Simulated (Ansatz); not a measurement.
Bi2S3: 209Bi nuclear quadrupole resonance

Cell: a Materials Project structure (computed, not necessarily an observed phase).

Space group Pnma (No. 62); a = 11.5936, b = 3.9978, c = 11.1606 Å.

```
site  Wyckoff  site symmetry       x       y       z
 Bi1       4c            .m.  0.0176  0.2500  0.3263
 Bi5       4c            .m.  0.1565  0.7500  0.0326
  S9       4c            .m.  0.4518  0.7500  0.3712
 S13       4c            .m.  0.1216  0.7500  0.4436
 S17       4c            .m.  0.7106  0.2500  0.3087
```

One atom of each set is listed.

Level of theory: DFT, PBE, plane waves and PAW, scalar-relativistic, 420 eV cutoff, Γ-centred 3×7×3 k-points, Fermi–Dirac smearing 0.01 eV (Ansatz 0.2.0).

209Bi: I = 9/2, Q = -516.0 mb (year-2017 value). Static lattice, zero field.

Sites with a gradient: Bi1 (4 atoms; 6 S at 2.68–3.07 Å); Bi5 (4 atoms; 5 S at 2.60–2.97 Å; also 2 S at 3.41 Å).

Q: The simulated spectrum has lines at 12.2, 12.6, 15.1, 17.6, 21.7, 22.4, 27.3, 34.0, 45.4 MHz. Sort them into the sets that belong together, and say which site each set most likely comes from.

A: For I = 9/2 and η = 0 the lines are |C_Q|/24 times 1, 2, 3 and 4; η shifts the lowest up most. At large η the states mix, and weaker lines appear at sums of the main ones; lines under 5 % of the strongest are left out. Bi1: 12.2, 15.1, 17.6, 21.7, 27.3 MHz (|C_Q| = 137 MHz, η = 0.79). Bi5: 12.6, 22.4, 34.0, 45.4 MHz (|C_Q| = 273 MHz, η = 0.11).

The sites follow from the calculation. Like point charges on the first shell alone (each adding as 1/d³) would give the same order.

Spin–orbit coupling is left out, which shifts gradients on Bi by a few per cent, and by more where contributions nearly cancel. Newer work puts Q(²⁰⁹Bi) near −420 mb, which would lower these couplings by about a fifth.
